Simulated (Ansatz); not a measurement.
The start is a generated trial cell of P in the trigonal-Te structure type. Cell shape, volume and atoms are optimised at zero target pressure with PBEsol (plane waves to 420 eV, PAW, scalar-relativistic; Ansatz, a quantum-chemistry and plane-wave program). The first steps use a coarse 8×8×5 k-mesh.

Input geometry:
```
P
1.0
    3.36420     0.00000     0.00000
   -1.68210     2.91348     0.00000
    0.00000     0.00000     4.47025
P
3
Cartesian
  0.88680   0.00000   1.49008
 -0.44340   0.76799   2.98016
  1.23870   2.14549   0.00000
```

**Question.** How large is the pressure on the unrelaxed cell, and of which sign?

**Answer.** +6 GPa (positive: the cell is compressed).

**Question.** What symmetry does the relaxed structure have?

**Answer.** The space group goes from P3₁21 (No. 152) to Pm-3m (No. 221); the end is AFLOW prototype A_cP1_221_a (A_h), with 1 atom in the primitive cell.

**Question.** By how much does the energy per atom fall from start to end?

**Answer.** 0.29 eV/atom.

**Question.** How does the volume per atom move from start to end?

**Answer.** -2.9 %, from 14.61 to 14.18 Å³/atom.

**Question.** How do the shortest distances between atoms change?

**Answer.** The closest pairs of elements (up to four, under 3.6 Å), start → end: P–P 2.14 → 2.42 Å.

**Question.** What band gap does the relaxed structure have at this level?

**Answer.** Zero (metallic).

Final values are on a 19×19×19 k-mesh of the relaxed cell. No spin polarisation in the result. The relaxed primitive cell holds an odd number of electrons. A magnetic state may lie lower.

The run could not lose the symmetry of its start: the end is stationary, and may be a saddle point rather than a minimum.

The relaxed structure here is a generated cell of P: the first start was made by placing the elements on the sites of a structure type, and the end was not matched to a known phase here, so it may be hypothetical. Known forms of P include space group No. 64.
